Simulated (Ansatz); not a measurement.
CuI (zinc blende), relaxed with PBE (Ansatz, a quantum-chemistry and plane-wave program, plane waves, PAW): a = b = c = 6.0789 Å, α = β = γ = 90.00°.

| Item | Value |
|---|---|
| gap (eV) | 1.10 |
| ΔH_f (eV/atom) | -0.14 |
| B₀ by P(V) fit (GPa) | 39.0 |
| K_Hill (GPa) | 39.0 |
| G_Hill (GPa) | 15.2 |
| electron conductivity mass (mₑ) | 0.15 |
| Θ_D (K) | 180 |

Task: The same phase is relaxed and computed with r²SCAN in the same code. What are the cell and these values now?

Result: a = 6.023 Å, b = 6.023 Å, c = 6.023 Å, α = 90.00°, β = 90.00°, γ = 90.00°.

- gap (eV): 1.67
- ΔH_f (eV/atom): -0.19
- B₀ by P(V) fit (GPa): 43.8
- K_Hill (GPa): 43.8
- G_Hill (GPa): 15.8
- electron conductivity mass (mₑ): 0.18
- Θ_D (K): 183

All cells were relaxed under the symmetry of their starts (and spin orders); stability against distortions was not tested throughout. Rows with no word on spin ran without spin polarisation. Spin–orbit coupling is left out wherever it is not named.

Potentials: the later of the program's two PAW sets.

Ansatz is a plane-wave DFT program.

Formation energies count from the lowest solids of the elements computed at the same level, not from gases.
